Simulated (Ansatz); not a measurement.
Here is an unrelaxed guess for PtRhC4N4.

```cif
data_structure
_symmetry_space_group_name_H-M 'P 1'
_symmetry_Int_Tables_number 1
_cell_length_a 5.8826
_cell_length_b 5.8826
_cell_length_c 5.8826
_cell_angle_alpha 90.000
_cell_angle_beta 90.000
_cell_angle_gamma 90.000
_cell_volume 203.57
loop_
_atom_site_label
_atom_site_type_symbol
_atom_site_fract_x
_atom_site_fract_y
_atom_site_fract_z
_atom_site_occupancy
Rh1 Rh 0.50000 0.50000 0.50000 1
Pt1 Pt 0.00000 0.00000 0.00000 1
C1 C 0.18814 0.18814 0.18814 1
C2 C 0.18814 0.81186 0.81186 1
C3 C 0.81186 0.18814 0.81186 1
C4 C 0.81186 0.81186 0.18814 1
N1 N 0.30297 0.30297 0.30297 1
N2 N 0.30297 0.69703 0.69703 1
N3 N 0.69703 0.30297 0.69703 1
N4 N 0.69703 0.69703 0.30297 1
```

All numbers below come from Ansatz, DFT PBE, scalar-relativistic, plane waves, PAW. Plane waves to 420 eV, a k mesh through Γ of 4×4×4 on the computed 10-atom cell and Gaussian smearing (0.10 eV); collinear spin from starting moments 1.0 0.0 0.0 0.0 0.0 0.0 0.0 0.0 0.0 0.0 μB.

Energies over the elements count from the elements' standard structures at the same level (N₂ as a molecule), with no fitted energy shifts.

Question: Estimate its pressure, forces and energy as it stands.

Answer: The pressure is 4.0 GPa (it wants to expand), the largest force is 1.95 eV/Å, and the energy is +0.81 eV/atom against the elements. The shortest distance is 1.17 Å.

Question: Is it a good guess?

Answer: A good one: relaxing gains under 0.1 eV/atom (the start's value is from the coarse mesh, so the gain is rough) in 7 ionic steps and ends at +0.79 eV/atom on the finer mesh. The symmetry stays P-43m (No. 215). The volume per atom grows by 2.8 %, from 20.4 to 20.9 Å³. The shortest distance goes from 1.17 Å (C–N) to 1.19 Å (C–N). Conventional cell: a = 5.938 Å. Rh has 4 N at 1.98 Å; Pt has 4 C at 1.98 Å; around C lie 1 N at 1.19 Å and 1 Pt at 1.98 Å; around N lie 1 C at 1.19 Å and 1 Rh at 1.98 Å.

The last run used collinear spin, a 6×6×6 mesh for its 10-atom cell and Gaussian smearing of 0.10 eV. Spin–orbit coupling, which can matter for Pt, is left out. The reference form of C is held partly by dispersion forces, which this level lacks. The magnetic state reached may not be the lowest. The relaxation can't lower the symmetry of the start, and the grade says only how near the guess is to its own end. Symmetry constrained the relaxation, so the result can be a saddle point.
